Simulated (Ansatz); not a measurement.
TlF (rock salt, Fm-3m), a = b = c = 5.6869 Å, α = β = γ = 90.00°; the cell used has 2 atoms.

Relaxed with r²SCAN+D4. The program Ansatz at the r²SCAN+D4 level (PAW) gives a gap of 2.59 eV.

Q: What gap does HSE06 give on the same cell (Ansatz, PAW)?

A: 3.24 eV, 0.65 eV more. The hybrid was solved on a coarser mesh and at special points; its gap is the smallest among all of these.

| k | v1 r²SCAN+D4 | c1 r²SCAN+D4 | v1 HSE06 | c1 HSE06 |
|---|---|---|---|---|
| Γ | -2.29 | 10.04 | [?] | [?] |
| X | -2.36 | 4.34 | [?] | [?] |
| L | 0.00 | 2.59 | 0.00 | 3.24 |
| W | -0.80 | 5.16 | [?] | [?] |
| K | -1.00 | 4.72 | [?] | [?] |

Q: Top valence (v1) and lowest conduction level (c1) in eV from each method's valence maximum (which need not be a listed point): supply the withheld HSE06 values.

A: 
- X, v1 HSE06: -2.18
- X, c1 HSE06: 5.06
- Γ, v1 HSE06: -2.83
- Γ, c1 HSE06: 10.99
- K, v1 HSE06: -1.00
- K, c1 HSE06: 5.47
- W, v1 HSE06: -0.83
- W, c1 HSE06: 5.92

Cost on shared cores: the r²SCAN+D4 run (SCF on a 8×8×8 mesh, then bands and DOS) about 13 core-seconds (a rough figure), the HSE06 run (SCF on 6×6×6, then a few points) roughly 2.1 core-minutes; the tasks are unlike.

The workflow started from an entry of the Crystallography Open Database (COD); the relaxed space group is not among those it files for this formula. COD files the formula under space group No. 28, 57, 69, 129, 139, so this cell is another polymorph or a model. Whether it is the stable phase at ambient conditions was not checked. Symmetry was held in the r²SCAN+D4 relaxation; its stability against distortions is not shown here. Spin–orbit coupling is left out wherever it is not named.

Potentials: the later of the program's two PAW sets.
